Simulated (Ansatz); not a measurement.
**Band table of BP (zincblende type)**

```
CELL_PARAMETERS angstrom
0.00000 2.24504 2.24504
2.24504 0.00000 2.24504
2.24504 2.24504 0.00000
ATOMIC_POSITIONS crystal
B 0.00000 0.00000 0.00000
P 0.25000 0.25000 0.25000
```

The cell comes from a relaxation on PAW files under the same functional, begun from a prototype that needn't be the stable phase.

Computed with Ansatz 0.2.0; functional LDA, scalar-relativistic. Settings: a Γ-centred 15×15×15 k mesh, Fermi–Dirac smearing of 0.08 eV, no spin polarisation. Methods: LAPW: all electrons, basis error target 1 meV/atom.

Path points, in fractions of the reciprocal vectors: Γ (0.000, 0.000, 0.000), X (-0.500, -0.500, 0.000), U (-0.375, -0.375, 0.250), K (-0.375, 0.000, 0.375), L (0.000, 0.000, 0.500), W (-0.500, -0.250, 0.250). The distance column jumps between branches of the path. Levels in eV from the valence-band top; bands 6 to 11, counted from the lowest band of the run. The gap is 1.15 eV, the pressure 0.03 GPa.

```
# k(1/Å) point b6 b7 b8 b9 b10 b11
0.000 Γ -15.68 0.00 0.00 0.00 3.43 3.43
0.200 - -15.55 -0.50 -0.50 -0.40 3.17 4.07
0.400 - -15.18 -1.45 -1.45 -1.45 2.61 5.42
0.600 - -14.56 -2.86 -2.39 -2.39 2.02 5.75
0.800 - -13.71 -4.47 -3.17 -3.17 1.53 4.10
1.000 - -12.65 -6.14 -3.75 -3.75 1.23 2.82
1.199 - -11.47 -7.72 -4.10 -4.10 1.15 1.94
1.399 X -10.69 -8.65 -4.22 -4.22 1.25 1.53
1.470 - -10.68 -8.64 -4.32 -4.20 1.31 1.62
1.541 - -10.66 -8.60 -4.61 -4.16 1.40 1.99
1.611 - -10.63 -8.55 -5.00 -4.10 1.49 2.57
1.682 - -10.60 -8.48 -5.43 -4.01 1.59 3.31
1.753 - -10.59 -8.40 -5.84 -3.89 1.72 4.14
1.823 - -10.60 -8.31 -6.20 -3.75 1.88 5.04
1.894 U -10.66 -8.21 -6.45 -3.59 2.06 5.98
2.751 K -10.66 -8.21 -6.45 -3.59 2.06 5.98
2.963 - -11.31 -7.75 -6.46 -2.98 2.73 8.29
3.175 - -12.39 -6.89 -5.72 -2.23 3.56 6.86
3.387 - -13.50 -5.66 -4.62 -1.46 4.34 5.65
3.599 - -14.43 -4.16 -3.30 -0.78 4.68 4.68
3.811 - -15.12 -2.50 -1.88 -0.31 3.98 4.33
4.023 - -15.54 -0.87 -0.60 -0.07 3.57 3.74
4.235 Γ -15.68 0.00 0.00 0.00 3.43 3.43
4.408 - -15.58 -0.74 -0.17 -0.17 3.66 3.66
4.581 - -15.30 -2.29 -0.54 -0.54 4.05 4.17
4.755 - -14.84 -4.04 -0.95 -0.95 4.14 4.65
4.928 - -14.21 -5.77 -1.30 -1.30 4.10 4.87
5.101 - -13.44 -7.35 -1.57 -1.57 4.03 4.84
5.274 - -12.65 -8.64 -1.73 -1.73 3.98 4.74
5.447 L -12.23 -9.24 -1.78 -1.78 3.96 4.69
5.588 - -12.17 -9.18 -2.16 -1.91 4.08 4.71
5.730 - -12.00 -9.02 -3.05 -2.27 4.06 4.84
5.871 - -11.73 -8.76 -4.09 -2.85 4.05 5.10
6.013 - -11.36 -8.44 -5.08 -3.58 4.22 5.48
6.154 - -10.94 -8.13 -5.84 -4.37 4.55 5.95
6.295 - -10.55 -8.02 -6.11 -5.12 4.98 6.46
6.437 W -10.38 -8.06 -5.87 -5.67 5.23 6.73
6.537 - -10.39 -8.11 -5.79 -5.61 4.84 5.83
6.637 - -10.44 -8.21 -5.56 -5.44 4.05 4.75
6.736 - -10.51 -8.34 -5.25 -5.17 3.22 3.75
6.836 - -10.58 -8.47 -4.89 -4.86 2.46 2.88
6.936 - -10.63 -8.56 -4.56 -4.55 1.83 2.17
7.036 - -10.67 -8.63 -4.31 -4.31 1.40 1.69
7.136 X -10.69 -8.65 -4.22 -4.22 1.25 1.53
```
